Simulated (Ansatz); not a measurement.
Na₄HF₃ (Pm-3m) at 2 levels of theory

One geometry, relaxed with PBE; plane waves with PAW potentials in Ansatz, scalar-relativistic. No spin polarisation. Gaps are the least over mesh and band path; pressure is positive in compression.

```cif
data_structure
_symmetry_space_group_name_H-M 'Pm-3m'
_symmetry_Int_Tables_number 221
_cell_length_a 4.7275
_cell_length_b 4.7275
_cell_length_c 4.7275
_cell_angle_alpha 90.000
_cell_angle_beta 90.000
_cell_angle_gamma 90.000
_cell_volume 105.65
loop_
_atom_site_label
_atom_site_type_symbol
_atom_site_symmetry_multiplicity
_atom_site_Wyckoff_symbol
_atom_site_fract_x
_atom_site_fract_y
_atom_site_fract_z
_atom_site_occupancy
Na1 Na 1 a 0.00000 0.00000 0.00000 1
Na2 Na 3 c 0.50000 0.50000 0.00000 1
H1 H 1 b 0.50000 0.50000 0.50000 1
F1 F 3 d 0.00000 0.00000 0.50000 1
```

| level | cutoff (eV) | k mesh | gap (eV) | pressure (GPa) |
| --- | --- | --- | --- | --- |
| PBE | 420 | 6×6×6 | 5.16 | 0.0 |

What comes out on the same cell with LDA?

| level | cutoff (eV) | k mesh | gap (eV) | pressure (GPa) |
| --- | --- | --- | --- | --- |
| LDA | 420 | 6×6×6 | 4.73 | -4.8 |

It was reached by relaxing an invented guess, and it needn't be the stable form of this composition.
